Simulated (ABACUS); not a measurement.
Set-up for a self-consistent single point of P (P2_1/c, 4 atoms in the cell; from Materials Project mp-157, changed as shown).

```yaml
crystal:
  lattice:
    - [1.66422, -5.51969, 0.00000]
    - [1.64775, 5.46504, 0.00000]
    - [0.00000, 0.00000, 4.54364]
  atoms:
    - { symbol: P, position: [0.40414, 0.59586, 0.91118] }
    - { symbol: P, position: [0.59586, 0.40414, 0.08882] }
    - { symbol: P, position: [0.09586, 0.90414, 0.41118] }
    - { symbol: P, position: [0.90414, 0.09586, 0.58882] }
```

Computed with PBEsol, PseudoDojo 0.4 standard norm-conserving PBEsol (tails mended) pseudopotentials (plane waves; ABACUS).

ABACUS settings:

- KPT = Gamma 8 8 6 0 0 0
- basis_type = pw
- ecutwfc = 44 Ry
- smearing_method = gaussian
- smearing_sigma = 0.00734986 Ry
- potentials = PseudoDojo 0.4 standard norm-conserving PBEsol (tails mended)
- symmetry = 1
- symmetry_prec = 1e-05
- ks_solver = cg
- scf_nmax = 100
- scf_thr = 1.0e-09 Ry
- mixing_type = broyden
- mixing_beta = 0.4

Results:

```
Item                                                     Value
------------------------------------------------  ------------
Number of valence electrons                                 20
Number of bands                                             20
Number of k-points after the program's reduction           136
Number of plane waves (most at a k-point)                 2771
Number of SCF iterations                                    11
FFT grid                                          48 × 45 × 40
Free energy E − TS                                -753.2392 eV
Pressure                                             -1.38 GPa
Largest force (vector length)                       0.276 eV/Å
```

Forces (eV/Å):
```json
[
 {"atom": "P1", "Fx": "0.074", "Fy": "0.031", "Fz": "0.264"},
 {"atom": "P2", "Fx": "-0.074", "Fy": "-0.031", "Fz": "-0.264"},
 {"atom": "P3", "Fx": "-0.074", "Fy": "-0.031", "Fz": "0.264"},
 {"atom": "P4", "Fx": "0.074", "Fy": "0.031", "Fz": "-0.264"}
]
```

Stress (GPa, positive for compression):
```
-2.17   0.75   0.00
 0.75  -1.08   0.00
 0.00   0.00  -0.88
```

For comparison: a first run was changed to give this one (lattice vector a scaled by 1.01), and from it to this one the free energy rises by 2.4 meV/atom, the pressure goes from -0.64 to -1.38 GPa and the largest force goes from 0.297 to 0.276 eV/Å.

The structure comes from a collection of computed structures, made at another level of theory; the collection holds predicted forms beside known ones. No clean gap shows at this smearing width and mesh (spacing up to 0.25 Å⁻¹); the mesh is coarse for partly filled bands, so the values carry mesh errors.

Cost on one core: roughly 8 core-minutes.

“Tails mended”: in these copies of the files the far tail of each local potential was reset to the Coulomb form.
